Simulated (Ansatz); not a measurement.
Values for one crystal, relaxed and computed with the program Ansatz at the PBE level (PAW); other levels are named.

| Property | Value |
|---|---|
| Volume per atom | 18.43 Å³ |
| Electronic character | metallic (no gap) |
| Density of states at the Fermi level | 0.29 states/eV per atom (mean over ±0.08 eV) |
| Bulk modulus (Birch–Murnaghan fit) | 84.4 GPa |
| Pressure derivative B′ | 5.8 |
| Gap with spin–orbit coupling | none (metallic) |

**Question.** Which of these materials gives this?
(A) Re, dhcp (α-La type)
(B) Zr, β-Sn type
(C) Ag, A15 (β-W type)
(D) Yb, β-Sn type

**Answer.** C, Ag, A15 (β-W type)

Space group Pm-3n (A15 (β-W type)). The start of the workflow was typed in or built on a structure type; neither database checked (COD, Materials Project) lists it. It is not the phase usual at ambient conditions (space group No. 225). Symmetry was held in the PBE relaxation; its stability against distortions is not shown here. The run is not spin-polarised. Spin–orbit coupling is left out wherever it is not named.

Potentials: the later of the program's two PAW sets.
